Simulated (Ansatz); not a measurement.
**MgO (Fm-3m): the size of the finite step**

```
CELL_PARAMETERS angstrom
0.00000 2.10714 2.10714
2.10714 0.00000 2.10714
2.10714 2.10714 0.00000
ATOMIC_POSITIONS crystal
Mg 0.00000 0.00000 0.00000
O 0.50000 0.50000 0.50000
```

Unless marked otherwise, the numbers come from PBEsol, PAW on Ansatz 0.2.0's default frozen-core files (fitted under PBE), scalar-relativistic. k mesh 10×10×10, strains of ±0.003, fixed occupations, cutoff 420 eV. The cell was relaxed by PAW under this functional.

Problem. Elastic constants come from stresses at strains of ±0.003 (and twice that, four-point stencil): C11 = 292.4, C12 = 89.6, C44 = 144.4 GPa. What does an amplitude of 0.04 give?

Solution. C11 = 292.3, C12 = 89.7, C44 = 144.4 GPa. Nothing moves by 1 %: the four-point stencil cancels the leading anharmonic error.

Known limits: frozen-core PAW files fitted under PBE, their cores solved anew for the functional of the run.
